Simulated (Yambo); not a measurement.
Optical response of YO2H

```xyz
8
Lattice="4.3011 0.0000 0.0000 0.0000 3.6335 0.0000 -1.9422 0.0000 5.6361" Properties=species:S:1:pos:R:3 pbc="T T T"
H     -1.7122     0.9084     5.1867
H      4.0712     2.7251     0.4495
O      0.1338     0.9084     2.5300
O      2.2252     2.7251     3.1061
O     -0.7524     0.9084     5.2861
O      3.1114     2.7251     0.3500
Y      0.0884     2.7251     3.8845
Y      2.2706     0.9084     1.7517
```

Yambo, RPA with local fields on LDA bands; 4×6×4 mesh, 75 bands, 3 Ry local-field block, 0.2 eV broadening; field along x.

```tsv
E (eV)	Im ε	Re ε	Im ε, independent particles
0.0	0.00	3.79	0.00
0.4	0.01	3.80	0.01
0.8	0.01	3.81	0.01
1.1	0.02	3.84	0.02
1.5	0.02	3.88	0.03
1.9	0.03	3.93	0.03
2.2	0.04	4.00	0.04
2.6	0.05	4.08	0.06
3.0	0.07	4.19	0.07
3.4	0.09	4.34	0.10
3.8	0.13	4.54	0.14
4.1	0.25	4.76	0.26
4.5	0.36	5.09	0.39
4.9	0.73	5.68	0.85
5.2	1.96	5.48	2.18
5.6	1.96	4.93	1.97
6.0	1.66	4.95	1.67
6.4	2.01	5.16	2.08
6.8	2.38	5.69	2.61
7.1	3.19	5.70	3.50
7.5	4.33	5.56	4.64
7.9	4.74	4.18	4.84
8.2	4.69	4.09	4.93
8.6	5.62	3.69	5.97
9.0	5.71	2.60	5.87
9.4	5.79	1.79	5.98
9.8	5.77	0.72	6.15
10.1	4.95	-0.44	5.50
10.5	3.96	-0.69	4.54
10.9	3.36	-0.62	3.73
11.2	2.88	-0.93	2.94
11.6	2.10	-0.84	2.16
12.0	1.67	-0.47	1.78
12.4	1.44	-0.17	1.49
12.8	1.28	0.05	1.39
13.1	1.23	0.29	1.34
13.5	1.27	0.38	1.40
13.9	1.09	0.36	1.21
14.2	0.95	0.69	1.12
14.6	1.10	0.90	1.35
15.0	1.21	0.85	1.54
15.4	1.19	0.94	1.58
15.8	1.32	1.03	1.85
16.1	1.45	0.90	1.85
16.5	1.51	0.77	1.64
16.9	1.48	0.70	1.62
17.2	1.37	0.49	1.41
17.6	1.16	0.52	1.18
18.0	1.06	0.59	1.14
18.4	1.14	0.64	1.20
18.8	0.96	0.59	1.03
19.1	0.96	0.73	1.13
19.5	1.04	0.77	1.21
19.9	1.06	0.69	1.19
```

Structure narrower than a few tenths of an eV can come from the finite k mesh. Convergence of the RPA response with its 4×6×4 mesh was not tested. No excitonic effects at this level.

Geometry of the Materials Project entry, not relaxed at this level.

The structure is a Materials Project entry; no match was found in the copy of COD used, and its stability was not checked.
